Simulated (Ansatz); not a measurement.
Cu₃PdN, in the lowest of the structures calculated here: Pm-3m (No. 221), cP5, anti-perovskite type; a = b = c = 3.820 Å, α = β = γ = 90.00°; Cu 3d (0.000, 0.000, 0.500); Pd 1b (0.500, 0.500, 0.500); N 1a (0.000, 0.000, 0.000). Level of theory: PBEsol (plane waves to 420 eV, PAW, scalar-relativistic; Ansatz, an electronic-structure program). Element references, the lowest calculated here: Pd (Fm-3m), Cu (Fm-3m), N (Pa-3); gases are represented by their molecular solids.

Total energies (eV/atom, σ → 0; comparable only within this code, potentials and settings):

```tsv
phase	E (eV/atom)
Cu3PdN (Pm-3m)	-5410.225
Pd (Fm-3m)	-6906.648
Cu (Fm-3m)	-6588.774
N (Pa-3)	-378.482
CuPd (Pm-3m)	-6747.819
```

### Question
What is the formation energy of this Pm-3m form of Cu3PdN from the elements?

### Answer
E_f = -5410.225 − [3 × (-6588.774) + 1 × (-6906.648) + 1 × (-378.482)] / 5 = 0.07 eV/atom (0.3 eV per formula unit).

### Question
Is it stable against the other phases calculated?

### Answer
No: Cu3PdN → 2 Cu + CuPd + N (CuPd Pm-3m, Cu Fm-3m, N Pa-3) releases 0.11 eV/atom.

This is the hull of the energies calculated here, no anion corrections; phases that were not calculated are missing from it. Values are rounded to 0.01 eV/atom. The compounds carry no spin polarisation.
